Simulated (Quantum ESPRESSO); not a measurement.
pw.x input (Quantum ESPRESSO 7.5; PBEsol, PseudoDojo standard norm-conserving files, scalar-relativistic):

```
&CONTROL
  calculation = 'scf'
  pseudo_dir = './pseudo'
  outdir = './out'
  tprnfor = .true.
  tstress = .true.
/
&SYSTEM
  ibrav = 0
  nat = 8
  ntyp = 2
  ecutwfc = 66.0
  ecutrho = 264.0
  occupations = 'smearing'
  smearing = 'fd'
  degauss = 0.002
  nbnd = 43
/
&ELECTRONS
  conv_thr = 8e-10
/
ATOMIC_SPECIES
Br 79.9040 Br.upf
Bi 208.9804 Bi.upf
CELL_PARAMETERS angstrom
  3.579696369000  -6.186591905000   0.007772987000
  3.579696369000   6.186591905000   0.007772987000
 -2.408481870000   0.000000000000   6.420923533000
ATOMIC_POSITIONS crystal
Br   0.414372279200   0.075327681300   0.743247483200
Br   0.585627720800   0.924672318700   0.256752516800
Br   0.924672318700   0.585627720800   0.256752516800
Br   0.075327681300   0.414372279200   0.743247483200
Br   0.754886724800   0.754886724800   0.737976074900
Br   0.245113275200   0.245113275200   0.262023925100
Bi   0.833436312400   0.166563687600   0.000000000000
Bi   0.166563687600   0.833436312400   0.000000000000
K_POINTS automatic
6 6 4 0 0 0
```

End of the output:

```

[...]
     the Fermi energy is     3.8156 ev
!    total energy              =    -515.73766713 Ry
     estimated scf accuracy    <          1.5E-10 Ry
     smearing contrib. (-TS)   =       0.00000000 Ry
     internal energy E=F+TS    =    -515.73766713 Ry
     The total energy is F=E-TS. E is the sum of the following terms:
     one-electron contribution =    -220.39857390 Ry
     hartree contribution      =     138.20469305 Ry
     xc contribution           =    -146.43284023 Ry
     ewald contribution        =    -287.11094604 Ry
     convergence has been achieved in  10 iterations
     Forces acting on atoms (cartesian axes, Ry/au):
     atom    1 type  1   force =    -0.00249830   -0.00431272    0.00586717
     atom    2 type  1   force =     0.00249830    0.00431272   -0.00586717
     atom    3 type  1   force =     0.00249830   -0.00431272   -0.00586717
     atom    4 type  1   force =    -0.00249830    0.00431272    0.00586717
     atom    5 type  1   force =     0.00525445    0.00000000    0.00607527
     atom    6 type  1   force =    -0.00525445    0.00000000   -0.00607527
     atom    7 type  2   force =     0.00000000    0.00004055    0.00000000
     atom    8 type  2   force =     0.00000000   -0.00004055    0.00000000
     Total force =     0.019134     Total SCF correction =     0.000063
     Computing stress (Cartesian axis) and pressure
          total   stress  (Ry/bohr**3)                   (kbar)     P=       -5.59
  -0.00003888  -0.00000000   0.00000109           -5.72       -0.00        0.16
   0.00000000  -0.00003816   0.00000000            0.00       -5.61        0.00
   0.00000109   0.00000000  -0.00003689            0.16        0.00       -5.43
```
In a gapped system the printed Fermi energy is only some level inside the gap.

Spin-orbit coupling is not included.

Geometry relaxed with PBE+D3(BJ).
